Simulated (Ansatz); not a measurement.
CaO:
```
CELL_PARAMETERS angstrom
      0.00000     2.41539     2.41539
      2.41539     0.00000     2.41539
      2.41539     2.41539     0.00000
ATOMIC_POSITIONS crystal
  Ca 0.00000 0.00000 0.00000
  O  0.50000 0.50000 0.50000
```

Relaxed with PBE. The program Ansatz at the PBE level (PAW) gives a gap of 3.66 eV.

What gap does HSE06 give on the same cell (Ansatz, PAW)?

5.31 eV, 1.65 eV more. The hybrid was solved on a coarser mesh and at special points; its gap is the smallest among all of these.

```csv
k,v1 PBE,c1 PBE,v1 HSE06,c1 HSE06
Γ,0.00,4.61,[?],[?]
X,-0.38,3.66,-0.43,5.31
L,-1.16,6.99,[?],[?]
W,-1.05,6.27,[?],[?]
K,-0.77,5.12,[?],[?]
```

Top valence (v1) and lowest conduction level (c1) in eV from each method's valence maximum (which need not be a listed point): supply the withheld HSE06 values.


- Γ, v1 HSE06: 0.00
- Γ, c1 HSE06: 6.11
- K, v1 HSE06: -0.82
- K, c1 HSE06: 6.87
- W, v1 HSE06: -1.14
- W, c1 HSE06: 8.14
- L, v1 HSE06: -1.22
- L, c1 HSE06: 8.96

Cost on shared cores: the PBE run (SCF on a 10×10×10 mesh, then bands and DOS) roughly 4 core-seconds, the HSE06 run (SCF on 7×7×7, then a few points) very roughly 50 core-seconds; the tasks are unlike.

Space group Fm-3m (rock salt). The PBE relaxation kept the symmetry of its start; phonons on a q-mesh show no instability.

Potentials: the later of the program's two PAW sets.
